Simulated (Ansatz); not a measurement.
PRu:
```yaml
crystal:
  lattice:
    - [2.91538, 0.00000, 0.00000]
    - [0.00000, 2.91538, 0.00000]
    - [0.00000, 0.00000, 2.91538]
  atoms:
    - { symbol: Ru, position: [0.00000, 0.00000, 0.00000] }
    - { symbol: P, position: [0.50000, 0.50000, 0.50000] }
```

Relaxed with PBEsol. Special points in fractions of this cell's reciprocal vectors: Γ (0.000, 0.000, 0.000); X (0.000, 0.500, 0.000); M (0.500, 0.500, 0.000); R (0.500, 0.500, 0.500).

### Question
List the band energies nearest the Fermi level at these points for PBEsol with spin–orbit coupling in the plane-wave PAW code Ansatz.

### Answer
In eV from the Fermi level; about four levels below and three above (degenerate sets whole), none deeper than 8.9 eV; points with the same levels are listed once.

```json
[
 {"k": "Γ", "below": "-0.04 -0.04 -0.04 -0.04", "above": "7.57 7.57 8.61 8.61 8.61 8.61"},
 {"k": "X", "below": "-4.29 -4.29 -1.04 -1.04", "above": "0.40 0.40 4.76 4.76"},
 {"k": "M", "below": "-3.04 -3.04 -2.93 -2.93", "above": "0.15 0.15 0.74 0.74"},
 {"k": "R", "below": "-8.30 -8.30 -8.07 -8.07", "above": "0.28 0.28 0.28 0.28"}
]
```

Space group Pm-3m (CsCl type). The cell is a constructed one: a structure type filled with these elements; neither database checked (COD, Materials Project) lists it. Its standing as an ambient phase is unchecked. Symmetry was held in the PBEsol relaxation; its stability against distortions is not shown here. The run is not spin-polarised.

Potentials: the earlier of the program's two PAW sets. The files were generated under PBE; for other functionals the program regenerates the frozen cores, and for LDA and PBEsol the local potential too.
